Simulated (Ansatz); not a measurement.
**Question.** Monolayer SnS2 (1T, P-3m1 in the vacuum cell, 3 atoms) is relaxed with LDA (plane waves, PAW; program Ansatz). What in-plane lattice and thickness result?

**Answer.** a = 3.617 Å; 2.94 Å between the outermost nuclei.

Band gap: 1.46 eV (indirect). Valence-band maximum: on the Γ–M line, 27 % of the way from Γ. Conduction-band minimum: at M. Ionisation potential (Kohn–Sham): 6.88 eV. Electron affinity (Kohn–Sham): 5.43 eV. Electron effective mass, in the valley at M: 0.23 along x, 0.75 along y (mₑ). Hole effective mass, in the valley on the Γ–M line, 27 % of the way from Γ: 0.24 along x, 2.0 along y (mₑ).

A layer that has been made, often on a substrate. The cell was relaxed with LDA under the symmetry of its start; whether a distortion lowers the energy is not shown. Spin–orbit coupling is left out wherever it is not named.

Potentials: the earlier of the program's two PAW sets. The files were generated under PBE; for other functionals the program regenerates the frozen cores, and for LDA and PBEsol the local potential too.
